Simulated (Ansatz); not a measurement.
LaB2:
```yaml
crystal:
  lattice:
    - [-1.98745, 1.98745, 3.44838]
    - [1.98745, -1.98745, 3.44838]
    - [1.98745, 1.98745, -3.44838]
  atoms:
    - { symbol: La, position: [0.00000, 0.00000, 0.00000] }
    - { symbol: B, position: [0.38776, 0.38776, 0.00000] }
    - { symbol: B, position: [0.61224, 0.61224, 0.00000] }
```

Relaxed with PBEsol. Special points in fractions of this cell's reciprocal vectors: Γ (0.000, 0.000, 0.000); X (0.000, 0.000, 0.500); P (0.250, 0.250, 0.250); N (0.000, 0.500, 0.000); M (0.500, 0.500, -0.500); S (0.333, 0.667, -0.333); S0 (-0.333, 0.333, 0.333); R (-0.166, 0.166, 0.500); G (0.500, 0.500, -0.166).

Task: List the band energies nearest the Fermi level at these points for plane-wave PAW PBEsol (Ansatz code).

Result: In eV from the Fermi level; about four levels below and three above (degenerate sets whole), none deeper than 8.9 eV; points with the same levels are listed once.

```csv
k,below,above
Γ,-8.47 -2.56 -0.91,0.36 0.36 0.90 0.90
X,-1.46 -1.36 -0.88 -0.86,0.37 3.11 3.36
P,-7.91 -2.83 -1.14 -1.14,0.87 1.51 1.51
N,-6.81 -3.99 -2.02 -1.56,0.24 2.30 2.63
M,-7.98 -2.68 -0.14 -0.14,0.41 0.51 3.22
S,-2.75 -2.16 -1.23 -0.31,2.60 2.76 2.89
R,-2.48 -1.17 -0.92 -0.49,0.64 3.10 3.21
```

Space group I4/mmm (MoSi2 or CaC2 type). The start of the workflow was typed in or built on a structure type; neither database checked (COD, Materials Project) lists it. Its standing as an ambient phase is unchecked. Symmetry was held in the PBEsol relaxation; whether a distortion lowers the energy is not shown. Its formation energy is positive at this level, so the cell may be metastable or incomplete. Scalar-relativistic: spin–orbit coupling is off unless named, which matters more the heavier the elements.

Potentials: the earlier of the program's two PAW sets. The files were generated under PBE; for other functionals the program regenerates the frozen cores, and for LDA and PBEsol the local potential too.
